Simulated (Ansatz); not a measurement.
SiO₂:
```xyz
12
Lattice="5.0836 0.0000 0.0000 0.0000 5.0836 0.0000 0.0000 0.0000 7.1000" Properties=species:S:1:pos:R:3 pbc="T T T"
Si     1.4939     1.4939     0.0000
Si     4.0358     1.0479     5.3250
Si     1.0479     4.0358     1.7750
Si     3.5897     3.5897     3.5500
O      1.2261     0.4752     1.2371
O      3.7679     2.0666     4.0879
O      1.3158     3.0171     0.5379
O      3.8576     4.6084     4.7870
O      4.6084     3.8576     2.3129
O      2.0666     3.7679     3.0121
O      3.0171     1.3158     6.5620
O      0.4752     1.2261     5.8629
```

Relaxed with PBE. Special points in fractions of this cell's reciprocal vectors: Γ (0.000, 0.000, 0.000); X (0.000, 0.500, 0.000); M (0.500, 0.500, 0.000); Z (0.000, 0.000, 0.500); R (0.000, 0.500, 0.500); A (0.500, 0.500, 0.500).

List the band energies nearest the valence-band maximum at these points for PBE in the plane-wave PAW code Ansatz.

In eV from the valence-band maximum; about four levels below and three above (degenerate sets whole), none deeper than 8.9 eV; points with the same levels are listed once.

```tsv
k	below	above
Γ	-0.67 -0.25 -0.25 0.00	5.51 8.68 8.68
X	-0.63 -0.63 -0.45 -0.45	7.48 7.48 9.13 9.13
M	-0.59 -0.59 -0.55 -0.55	8.50 8.50 8.58 8.58
Z	-0.50 -0.50 -0.39 -0.39	6.70 6.70 9.34 9.34
R	-0.92 -0.92 -0.16 -0.16	7.71 7.71 8.71 8.71
A	-0.64 -0.64 -0.64 -0.64	9.02 9.02 9.02 9.02
```

Space group P4_12_12. The cell was relaxed with PBE under the symmetry of its start.

Potentials: the later of the program's two PAW sets.
